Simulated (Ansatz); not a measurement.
Ga$_{2}$Cu:
```cif
data_CuGa2
_chemical_formula_sum 'Ga2 Cu1'
_space_group_name_H-M_alt 'P 1'
_space_group_IT_number 1
_cell_length_a 2.79452
_cell_length_b 2.79452
_cell_length_c 5.76866
_cell_angle_alpha 90.000
_cell_angle_beta 90.000
_cell_angle_gamma 90.000
loop_
_space_group_symop_operation_xyz
  'x, y, z'
loop_
_atom_site_label
_atom_site_type_symbol
_atom_site_fract_x
_atom_site_fract_y
_atom_site_fract_z
_atom_site_occupancy
Ga1 Ga 0.50000 0.50000 0.28403 1
Ga2 Ga 0.50000 0.50000 0.71597 1
Cu1 Cu 0.00000 0.00000 0.00000 1
```

Relaxed with PBEsol.

Task: Which orbitals make up the states near the Fermi level in the program Ansatz at the PBEsol level (PAW)?

Result: Within 0.5 eV of the Fermi level: Ga 4p 63 %, Ga 4s 18 %, Cu 3d 12 %. Projections are on Löwdin-orthogonalised atomic valence shells; empty p or d shells of many metals are not among them.

Task: Tabulate the density of states.

Result: States/eV per cell of 3 atoms, in 0.25 eV bins, energy from the Fermi level.

```csv
E (eV),total,Cu 3d,Ga 4p,Ga 4s
-7.85,0.73,0.04,0.27,0.35
-7.60,0.81,0.06,0.29,0.41
-7.35,0.89,0.08,0.29,0.46
-7.10,0.90,0.11,0.29,0.45
-6.85,0.86,0.14,0.28,0.40
-6.60,0.83,0.17,0.27,0.36
-6.35,0.89,0.23,0.27,0.35
-6.10,1.07,0.36,0.31,0.35
-5.85,1.18,0.51,0.31,0.32
-5.60,1.16,0.57,0.30,0.24
-5.35,0.89,0.41,0.28,0.15
-5.10,0.95,0.47,0.30,0.12
-4.85,1.10,0.60,0.32,0.10
-4.60,1.86,1.25,0.43,0.09
-4.35,4.88,4.01,0.71,0.08
-4.10,6.32,5.40,0.76,0.04
-3.85,4.92,4.37,0.44,0.05
-3.60,8.82,8.16,0.47,0.13
-3.35,6.38,5.70,0.45,0.16
-3.10,2.41,1.73,0.46,0.16
-2.85,1.47,0.79,0.47,0.16
-2.60,1.42,0.61,0.58,0.17
-2.35,1.50,0.64,0.61,0.18
-2.10,1.59,0.59,0.74,0.16
-1.85,1.43,0.43,0.74,0.15
-1.60,1.23,0.30,0.70,0.14
-1.35,1.22,0.23,0.74,0.16
-1.10,1.09,0.18,0.69,0.14
-0.85,0.94,0.14,0.62,0.11
-0.60,0.88,0.12,0.59,0.11
-0.35,0.81,0.11,0.52,0.12
-0.10,0.76,0.10,0.48,0.12
0.15,0.79,0.09,0.48,0.15
0.40,0.86,0.09,0.51,0.18
0.65,0.74,0.08,0.41,0.19
0.90,0.69,0.07,0.37,0.19
1.15,0.79,0.07,0.42,0.23
1.40,0.89,0.07,0.48,0.25
1.65,1.11,0.08,0.61,0.30
1.90,1.06,0.07,0.60,0.27
2.15,1.00,0.06,0.56,0.24
2.40,1.13,0.06,0.63,0.24
2.65,1.12,0.05,0.61,0.23
2.90,1.15,0.04,0.61,0.22
3.15,1.18,0.04,0.61,0.22
3.40,1.17,0.03,0.61,0.21
3.65,1.22,0.03,0.63,0.21
3.90,1.18,0.02,0.61,0.19
4.15,1.21,0.02,0.63,0.19
4.40,1.28,0.02,0.67,0.19
4.65,1.31,0.02,0.67,0.18
4.90,1.27,0.02,0.66,0.16
```

Space group P4/mmm. The first step of the workflow began from a Materials Project structure, measured or hypothetical; the Crystallography Open Database files this formula in space group No. 123, but the cells were not matched. Whether it is the stable phase at ambient conditions was not checked. The PBEsol relaxation kept the symmetry of its start; of distortions, only those at the zone centre were tested. The run is not spin-polarised. Spin–orbit coupling is left out wherever it is not named.

Potentials: the later of the program's two PAW sets.
